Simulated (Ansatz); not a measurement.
**TaC: computed property card**

TaC:
```xyz
2
Lattice="3.0025 0.0000 0.0000 -1.5013 2.6003 0.0000 0.0000 0.0000 2.8428" Properties=species:S:1:pos:R:3 pbc="T T T"
Ta     1.5013     0.8668     0.0000
C      0.0000     0.0000     1.4214
```

Space group P-6m2 (No. 187); conventional cell a = b = 3.003 Å, c = 2.843 Å, α = β = 90.00°, γ = 120.00°.

Method: the program Ansatz at the LDA level (PAW). Geometry: relaxed at this level of theory. Other levels are named where they apply.

Cell and energy:

```json
{
 "volume_per_atom": "11.10 Å³",
 "density": "14.44 g/cm³",
 "Formation energy from the elements (no fitted shifts)": "-0.25 eV/atom"
}
```

Electronic structure:

```json
{
 "electronic_character": "metallic (no gap)",
 "Density of states at the Fermi level": "0.76 states/eV per atom (mean over ±0.08 eV)"
}
```

Mechanics:

```json
{
  "Bulk modulus (Birch–Murnaghan fit)": "320 GPa",
  "Pressure derivative B′": "4.1",
  "Elastic constants (relaxed ions, GPa)": "C11 = 557, C12 = 195, C13 = 154, C33 = 815, C44 = 89.6",
  "mechanical_stability": "stable (all eigenvalues of C positive)",
  "hill_bulk_and_shear_moduli": "323 and 151 GPa",
  "Young's modulus": "393 GPa",
  "Poisson's ratio": "0.30",
  "debye_temperature_from_the_elastic_constants": "483 K"
}
```

Phonons:

```json
{
 "highest_zone_centre_frequency": "530 cm⁻¹",
 "zone_centre_stability": "no imaginary mode at Γ"
}
```

The first step of the workflow began from a Materials Project structure, measured or hypothetical; the Crystallography Open Database copy checked does not list it. It is not the phase usual at ambient conditions (space group No. 225). The LDA relaxation kept the symmetry of its start. No spin polarisation was allowed. As this level gives no gap, shear constants depend on the k-mesh and smearing (Fermi–Dirac, 0.1 eV here). As this level gives no gap, phonon frequencies hold no LO–TO term and depend on the k-mesh and smearing (Fermi–Dirac, 0.1 eV here). On the denser mesh and wider smearing of the elastic run this cell carries a stress of 0.3 GPa. The references are the lowest solids computed at this level, not always the standard phases. Scalar-relativistic: spin–orbit coupling is off unless named, which matters more the heavier the elements.

Potentials: the later of the program's two PAW sets.
